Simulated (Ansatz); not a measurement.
Polymorphs of AlAg, each relaxed with plane-wave PAW PBE (Ansatz code):

A: rock salt (Fm-3m)
a = 5.4073 Å, b = 5.4073 Å, c = 5.4073 Å, α = 90.00°, β = 90.00°, γ = 90.00°

```json
[
 {"atom": "Ag", "site": "4a", "symmetry": "m-3m", "x": "0.0000", "y": "0.0000", "z": "0.0000"},
 {"atom": "Al", "site": "4b", "symmetry": "m-3m", "x": "0.5000", "y": "0.5000", "z": "0.5000"}
]
```

B: Cmcm
a = 2.872 Å, b = 10.608 Å, c = 4.549 Å, α = 90.00°, β = 90.00°, γ = 90.00°

| atom | site | symmetry | x | y | z |
|---|---|---|---|---|---|
| Ag | 4c | m2m | 0.0000 | 0.3372 | 0.2500 |
| Al | 4c | m2m | 0.0000 | 0.0761 | 0.2500 |

### Question
Order them by energy per atom at 0 K (lowest first) at the level PBE.

### Answer
B (+0 meV/atom), A (+210 meV/atom)

Typed or built starts, not in the databases checked: A; B. All cells were relaxed under the symmetry of their starts (and spin orders); stability against distortions was not tested throughout. Rows with no word on spin ran without spin polarisation. Scalar-relativistic: spin–orbit coupling is off unless named, which matters more the heavier the elements.

Energies hold the estimated change up to a 700 eV cutoff; steps of a few meV lie near the error of the meshes.

Potentials: the earlier of the program's two PAW sets.
